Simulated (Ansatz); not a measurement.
The start is a generated trial cell of Se in the A7 structure type. A full variable-cell relaxation at zero pressure is run with r2SCAN (plane waves to 500 eV, PAW, scalar-relativistic; Ansatz, a program for electronic structure). The first steps use a coarse 8×8×8 k-mesh.

Input geometry:
```
Se
1.0
    1.79281     1.03508     3.32455
   -1.79281     1.03508     3.32455
    0.00000    -2.07016     3.32455
Se
2
Direct
  0.22754   0.22754   0.22754
  0.77246   0.77246   0.77246
```

| Property | Result |
|---|---|
| Initial pressure | +33 GPa (positive: the cell is compressed) |
| Largest initial force | about 4.5 eV/Å, on Se1, Se2 (atoms numbered as listed) |
| Outcome | The space group goes from R-3m (No. 166) to Pm-3m (No. 221); the end is AFLOW prototype A_cP1_221_a (A_h), with 1 atom in the primitive cell |
| Energy released | 0.80 eV/atom |
| Volume change | +20.3 %, from 18.51 to 22.27 Å³/atom |
| Shortest distances (start → end) | The closest pairs of elements (up to four, under 3.6 Å), start → end: Se–Se 2.40 → 2.81 Å |
| Band gap at the end | zero (metallic) |
| Optimiser moves | 10 |

The end point of the relaxation:

Space group Pm-3m (No. 221); a = 2.813 Å, b = 2.813 Å, c = 2.813 Å, α = 90.00°, β = 90.00°, γ = 90.00°

```
atom  site  symmetry       x       y       z
----  ----  --------  ------  ------  ------
Se      1b      m-3m  0.5000  0.5000  0.5000
```

Final values are on a 16×16×16 k-mesh of the relaxed cell. No spin polarisation in the result.

The run could not lose the symmetry of its start: the end is stationary, and may be a saddle point rather than a minimum.

The relaxed structure here is a generated cell of Se: the first start was made by placing the elements on the sites of a structure type, and the end was not matched to a known phase here, so it may be hypothetical. Known forms of Se include space group No. 152.
